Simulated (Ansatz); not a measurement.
BaTe (rock salt, space group No. 225) under volume change, plane-wave PAW PBEsol (Ansatz code), scaled uniformly.

```tsv
V (Å³/atom)	E − E(relaxed) (meV/atom)	P (GPa)
38.047	40.2	3.73
39.301	…	…
40.556	4.0	1.05
41.810	0.0	0.00
43.064	3.6	-0.89
44.318	13.6	-1.64
45.573	…	…
```

Question: Complete the blanks.

Answer: 
- 39.301, E − E(relaxed) (meV/atom): 16.8
- 39.301, P (GPa): 2.28
- 45.573, E − E(relaxed) (meV/atom): 29.0
- 45.573, P (GPa): -2.29

Question: What does a third-order Birch–Murnaghan fit give for V₀, B₀ and B′?

Answer: V₀ = 41.81 Å³/atom, B₀ = 32.1 GPa, B′ = 4.4.

Space group Fm-3m (rock salt). The PBEsol relaxation kept the symmetry of its start. Scalar-relativistic: spin–orbit coupling is off unless named, which matters more the heavier the elements.

Potentials: the later of the program's two PAW sets.
